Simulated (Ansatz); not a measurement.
Values for one crystal, relaxed and computed with LDA in the plane-wave PAW code Ansatz; other levels are named.

| Property | Value |
|---|---|
| Volume per atom | 23.98 Å³ |
| Band gap | 0.64 eV (indirect) |
| Highest zone-centre frequency (without LO–TO term) | 296 cm⁻¹ |
| Zone-centre stability | no imaginary mode at Γ |
| Pressure derivative B′ | 12.7 |
| Formation energy from the elements (no fitted shifts) | -0.29 eV/atom |
| Electron effective mass | 0.35, 0.41, 0.66 mₑ (principal values) |

**Question.** Pick the material that matches.
(A) WSe2, P6_3/mmc (W on 2c, Se on 4f)
(B) Te2Mo, P6_3/mmc (Te on 4f, Mo on 2c)
(C) WS2, P6_3/mmc (W on 2c, S on 4f)
(D) BN, P6_3/mmc (B on 2d, N on 2c)

**Answer.** B, Te2Mo, P6_3/mmc (Te on 4f, Mo on 2c)

The LDA relaxation kept the symmetry of its start. No spin polarisation was allowed. A crystal of weakly bound layers computed without a dispersion correction: the cell and the soft elastic constants depend strongly on that. The references are the lowest solids computed at this level, not always the standard phases. Spin–orbit coupling is left out wherever it is not named.

Potentials: the earlier of the program's two PAW sets. The files were generated under PBE; for other functionals the program regenerates the frozen cores, and for LDA and PBEsol the local potential too.
